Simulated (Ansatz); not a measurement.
CuI (zinc blende): values from a third-order Birch-Murnaghan fit to a volume scan beside measured ones. Computed values: PBEsol (plane waves to 420 eV, PAW, scalar-relativistic; Ansatz, an electronic-structure program). CuI is run without spin polarisation. CuI was relaxed with its symmetry unable to fall. Spin-orbit coupling is left out, though I is heavy. The PAW data are Ansatz's earlier set.

```json
[
 {"quantity": "Lattice constant a (Å)", "reference": "6.053", "kind": "measured, room temperature or unstated", "PBEsol": "5.939", "difference": "-1.9 %"},
 {"quantity": "Bulk modulus B₀ (GPa)", "reference": "36.6", "kind": "measured, room temperature or unstated", "PBEsol": "49.4", "difference": "+35.0 %"}
]
```

 So large a difference may also come from another phase or state, or from a fault of the measured row.

References as given in: arXiv:2305.18931; Abhijith M. Gopakumar, M. K. Gupta, R. Mittal et al., Physical Chemistry Chemical Physics (2017), arXiv:1612.07068. Values not taken to low temperature hold thermal and zero-point shifts that a static calculation lacks, so small differences there are no errors of the method.

(A scan under strain: stresses follow from slopes of the energy per volume, elastic moduli from its curvatures.)
